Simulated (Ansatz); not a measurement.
Cu Kα1 powder pattern (kinematic, no thermal factors).
```tsv
2θ (°)	relative intensity
19.64	3
27.82	2
29.56	6
29.64	3
34.29	100
39.76	65
39.89	31
41.04	1
44.72	1
50.37	3
57.48	20
57.58	39
58.61	2
65.96	1
66.00	1
68.67	28
68.85	13
72.25	19
85.69	6
86.03	3
86.65	2
86.78	1
```

The pattern is computed from a structure relaxed with DFT PBE, scalar-relativistic, plane waves, PAW in Ansatz 0.2.0. No spin polarisation. Its elements are N, Ti, Zr.

Give the structure.

Zr$_{3}$TiN$_{4}$.
Space group P4/mmm (No. 123). a = 3.204 Å, b = 3.204 Å, c = 9.033 Å, α = 90.00°, β = 90.00°, γ = 90.00°
```tsv
atom	site	symmetry	x	y	z
Zr	2g	4mm	0.0000	0.0000	0.7416
Zr	1c	4/mmm	0.5000	0.5000	0.0000
Ti	1d	4/mmm	0.5000	0.5000	0.5000
N	1b	4/mmm	0.0000	0.0000	0.5000
N	2h	4mm	0.5000	0.5000	0.2573
N	1a	4/mmm	0.0000	0.0000	0.0000
```

A pattern alone doesn't exclude other cells with like lines; this is the one computed.

It was reached by relaxing an invented guess, and it needn't be the stable form of this composition.
